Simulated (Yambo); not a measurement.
MoF₆ (space group Im-3m, No. 229), G0W0@PBEsol in Yambo with this input:

```
rim_cut
gw0
dyson
el_el_corr
HF_and_locXC
ppa
em1d
RandQpts= 1000000
RandGvec= 1 Ry
EXXRLvcs= 84 Ry
VXCRLvcs= 336 Ry
Chimod= "HARTREE"
% BndsRnXp
 2 | 187 |
%
NGsBlkXp= 7 Ry
% LongDrXp
 1.0 | 1.0 | 1.0 |
%
PPAPntXp= 27.2114 eV
% GbndRnge
 1 | 187 |
%
GTermKind= "BG"
DysSolver= "n"
ExtendOut
```

On a 2×2×2 mesh, with wavefunctions cut at 84 Ry, the gap (Γ → N) is 8.657 eV and the valence edge shifts by -1.894 eV.

Q: What happens with this change: 75 bands in G?

A: The gap rises by 0.061 eV, to 8.718 eV; the shift of the valence edge becomes -1.900 eV. Neither run is shown to be the converged limit.

Spin-orbit coupling is not included.

Geometry of the Materials Project entry, not relaxed at this level; primitive cell a = b = c = 5.4860 Å, α = β = γ = 109.47°.

The structure is a Materials Project entry; no match was found in the copy of COD used, and its stability was not checked.

A shift is the quasiparticle energy of the state minus its PBEsol energy.
